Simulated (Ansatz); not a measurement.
Q: Each is relaxed and computed with the program Ansatz at the r²SCAN level (PAW). Which is the only one with a gap?
(A) NbInO4, P2/c (Nb on 2e, In on 2f, O on 4g, O on 4g)
(B) InSb, Pmmn (In on 2a, Sb on 2b)
(C) Nb5Si3, P6_3/mcm (Nb on 6g, Si on 6g, Nb on 4d)
(D) NbSi, CsCl type

A: A, NbInO4, P2/c (Nb on 2e, In on 2f, O on 4g, O on 4g). NbInO4: gap 3.77 eV (indirect); Nb5Si3: metal; NbSi: metal; InSb: metal. Constructed cells (a structure type filled with these elements, in neither database checked): NbSi, CsCl type. Not the usual ambient phase: InSb, Pmmn (In on 2a, Sb on 2b). Standing as an ambient phase not checked: NbInO4, P2/c (Nb on 2e, In on 2f, O on 4g, O on 4g); Nb5Si3, P6_3/mcm (Nb on 6g, Si on 6g, Nb on 4d). Unstable at this level: NbSi, CsCl type. All cells were relaxed under the symmetry of their starts (and spin orders); stability against distortions was not tested throughout. Rows with no word on spin ran without spin polarisation. Spin–orbit coupling is left out wherever it is not named.

Potentials: the later of the program's two PAW sets.
